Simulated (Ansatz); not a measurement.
## Ta2N under pressure

The calculation used DFT PBEsol, scalar-relativistic, plane waves, PAW in Ansatz. Run with 420 eV cutoff, 12×12×8 k-mesh, Gaussian smearing of 0.10 eV, no spin polarisation.

Starting point, cell and atoms relaxed:

```
Ta N
1.0
     5.26410    0.00000    0.00000
    -2.63205    4.55884    0.00000
     0.00000    0.00000    4.91260
Ta N
6 3
Direct
  0.66680 0.66680 0.75279
  0.00000 0.33320 0.75279
  0.33320 0.00000 0.75279
  0.33320 0.33320 0.24721
  0.00000 0.66680 0.24721
  0.66680 0.00000 0.24721
  0.66667 0.33333 0.50000
  0.33333 0.66667 0.50000
  0.00000 0.00000 0.00000
```

Cell and atoms are relaxed at each pressure within the symmetry of the start, at zero temperature, so transitions that lower the symmetry aren't seen. The k-mesh given is that at zero pressure and may differ at others. a, b and c are the lengths of the cell vectors above. ΔH is E + PV over the energy at zero pressure.

A cell with an odd number of electrons and no spin polarisation is a metal by construction and may be lower with spin. Spin–orbit coupling is left out, which can shift energies with elements as heavy as these.

| P (GPa) | V (Å³/atom) | V/V0 | a (Å) | b (Å) | c (Å) | ΔH (eV/atom) |
| --- | --- | --- | --- | --- | --- | --- |
| -1 | ? | ? | ? | ? | ? | ? |
| 0 | 13.10 | 1.000 | 5.264 | 5.264 | 4.913 | 0.000 |
| 1 | 13.05 | 0.997 | 5.257 | 5.257 | 4.908 | 0.082 |
| 4 | 12.93 | 0.987 | 5.241 | 5.241 | 4.893 | 0.325 |
| 12 | ? | ? | ? | ? | ? | ? |
| 25 | 12.20 | 0.931 | 5.136 | 5.136 | 4.806 | 1.969 |

Problem. What stands in the row for -1 GPa?

Solution. V 13.14 Å³/atom; V/V0 1.003; a 5.270 Å; b 5.270 Å; c 4.917 Å; ΔH -0.082 eV/atom.

Problem. What stands in the row for 12 GPa?

Solution. V 12.63 Å³/atom; V/V0 0.964; a 5.198 Å; b 5.198 Å; c 4.857 Å; ΔH 0.963 eV/atom.